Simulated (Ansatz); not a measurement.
# Sensitivity of the gradients in CaO with Au replacing Ca to the input

Cell: a supercell of CaO (rock salt type, Fm-3m) built from a structure deposited in the COD, with all atoms left at the host's positions.

Space group Fm-3m (No. 225); a = 14.4390 Å.

| site | Wyckoff | site symmetry | x | y | z |
| --- | --- | --- | --- | --- | --- |
| Au | 4a | m-3m | 0.0000 | 0.0000 | 0.0000 |
| Ca2 | 48h | m.m2 | 0.1667 | 0.1667 | 0.0000 |
| Ca5 | 32f | .3m | 0.3333 | 0.1667 | 0.1667 |
| Ca15 | 24e | 4m.m | 0.5000 | 0.5000 | 0.3333 |
| O28 | 32f | .3m | 0.1667 | 0.1667 | 0.1667 |
| O30 | 24e | 4m.m | 0.5000 | 0.5000 | 0.1667 |
| O32 | 48i | m.m2 | 0.5000 | 0.3333 | 0.3333 |
| O41 | 4b | m-3m | 0.5000 | 0.5000 | 0.5000 |

One atom of each set is listed; the run and its k-mesh use a cell of 54 atoms with edges of 10.21, 10.21, 10.21 Å.

Reference run. Computed with Ansatz: DFT, PBE, plane waves and PAW, scalar-relativistic, 420 eV cutoff, Γ-centred 2×2×2 k-points, Fermi–Dirac smearing 0.01 eV, cell charge +1.

(1) The input is changed as follows: `accuracy`: not typed → high; `scf.occupations.width`: 0.01 → not typed; `scf.occupations.method`: fermi_dirac → tetrahedron_uncorrected; `crystal.symmetry`: not typed → {detect: false}. What happens to V_zz (10²¹ V/m²) and η?

Answers

(1) 

```json
{"site": "Au", "V_zz reference": "0.00", "η reference": "–", "V_zz changed": "<0.005", "η changed": "–"}
{"site": "Ca2", "V_zz reference": "-0.46", "η reference": "0.57", "V_zz changed": "-0.47", "η changed": "0.57"}
{"site": "Ca15", "V_zz reference": "1.63", "η reference": "0.00", "V_zz changed": "1.52", "η changed": "0.00"}
{"site": "O28", "V_zz reference": "0.021", "η reference": "0.00", "V_zz changed": "0.026", "η changed": "0.00"}
{"site": "O30", "V_zz reference": "10.33", "η reference": "0.00", "V_zz changed": "10.38", "η changed": "0.00"}
{"site": "O32", "V_zz reference": "0.38", "η reference": "0.71", "V_zz changed": "0.39", "η changed": "0.61"}
```

The largest change of V_zz is on Ca15, from 1.63 to 1.52. In per cent, |V_zz| changes by +1 on O (all sites that start above 2). Other sites with |V_zz| of 0.02 or less aren't listed. SCF iterations: 8 and 25. New warnings: band table not solved further.

On the reference run: The run isn't spin-polarised, and a state with spin may lie lower. The defect repeats with the cell of 54 atoms, so it feels its images: sites between two images don't show the values beside a lone defect, and zeros or small values of η there can come from the images' arrangement. A uniform background compensates the cell's charge. The defect cell has no gap above 0.1 eV on its mesh, so the values can hang on the smearing and the k-mesh. Without spin–orbit coupling the gradients at and beside Au can be off by some per cent, at some sites by more. The neighbours have not yet relaxed around the defect (largest force 0.19 eV/Å), so a real crystal will differ.
